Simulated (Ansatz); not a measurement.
Relaxed-ion elastic tensor of CsCl (CsCl type, Pm-3m) in GPa (Voigt order), PBEsol in the plane-wave PAW code Ansatz; density 4.15 g/cm³, 33.66 Å³ per atom.

```
37.5   9.0   9.0   0.0   0.0   0.0
 9.0  37.5   9.0   0.0   0.0   0.0
 9.0   9.0  37.5   0.0   0.0   0.0
 0.0   0.0   0.0   9.0   0.0   0.0
 0.0   0.0   0.0   0.0   9.0   0.0
 0.0   0.0   0.0   0.0   0.0   9.0
```

Task: Is the crystal mechanically stable?

Result: Yes: the smallest eigenvalue of C is 9.0 GPa.

Task: Work out the Voigt, Reuss and Hill averages.

Result: K_V = 18.5, K_R = 18.5, K_H = 18.5; G_V = 11.1, G_R = 10.5, G_H = 10.8 GPa.

Task: Give Young's modulus, Poisson's ratio, Pugh's ratio and the universal anisotropy index.

Result: E = 9KG/(3K + G) = 27.1 GPa; ν = 0.26; K/G = 1.71 (near the Pugh limit of 1.75, no verdict); A_U = 5G_V/G_R + K_V/K_R − 6 = 0.27.

Task: Estimate the sound speeds and the Debye temperature.

Result: v_l = √((K + 4G/3)/ρ) = 2820 m/s, v_t = √(G/ρ) = 1610 m/s, mean 1790 m/s; Θ = (h/k)(3n/4πV)^(1/3) v_m = 165 K.

Task: Give the Zener ratio and Young's modulus along [100], [110] and [111].

Result: A = 2C44/(C11 − C12) = 0.63; 1/E = S11 − 2(S11 − S12 − S44/2)Γ with Γ = 0, 1/4, 1/3 gives 34.1, 25.1, 23.1 GPa.

Task: Solve the Christoffel equation for the three sound speeds along [100], [110], [111].

Result: Eigenvalues of C_ijkl n_j n_l equal ρv². In km/s, slowest first: [100] 1.47, 1.47, 3.01; [110] 1.47, 1.85, 2.79; [111] 1.74, 1.74, 2.71.

The cell was relaxed with PBEsol under the symmetry of its start; phonons on a q-mesh show no instability. Scalar-relativistic: spin–orbit coupling is off unless named, which matters more the heavier the elements.

Potentials: the later of the program's two PAW sets.
